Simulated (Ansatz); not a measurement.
A geometry of Ru away from equilibrium: step 2 of the relaxation of a relaxed Ru cell shaken by Gaussian noise of σ = 0.08 Å a coordinate. Calculation: PBE (plane waves to 420 eV, PAW, scalar-relativistic; Ansatz, a first-principles code). Γ-centred k-mesh 7×7×7 on the run's cell (coarser than for final values), Fermi–Dirac smearing 0.05 eV. The plane waves were selected for a different cell earlier on the path.

```xyz
8
Lattice="4.8604 0.0234 0.0097 0.0234 4.8479 0.0480 0.0097 0.0480 4.7798" Properties=species:S:1:pos:R:3 pbc="T T T"
Ru     0.7640     0.7206     0.7091
Ru     3.2229     1.7504     4.0801
Ru     4.2099     3.1459     1.7213
Ru     1.7318     4.1385     3.1007
Ru     4.1629     4.1991     4.1313
Ru     1.7517     3.1531     0.7078
Ru     0.8035     1.6926     3.1342
Ru     3.2012     0.7106     1.6904
```

Question: What forces act on the atoms (eV/Å)?

Answer: 
| atom | Fx | Fy | Fz |
|---|---|---|---|
| Ru1 | 0.02 | -0.02 | 0.48 |
| Ru2 | 0.10 | 0.42 | -0.19 |
| Ru3 | -0.27 | -0.13 | 0.24 |
| Ru4 | -0.08 | -0.36 | 0.02 |
| Ru5 | 0.02 | -0.12 | -0.37 |
| Ru6 | 0.13 | -0.28 | 0.21 |
| Ru7 | 0.06 | 0.21 | -0.38 |
| Ru8 | 0.02 | 0.28 | -0.02 |

The path ends in P2₁/c (No. 14). No spin polarisation in the result.

The end of the path is a generated cell of Ru: the first start was made by placing the elements on the sites of a structure type, and the end was not matched to a known phase here, so it may be hypothetical. Known forms of Ru include space group No. 194.
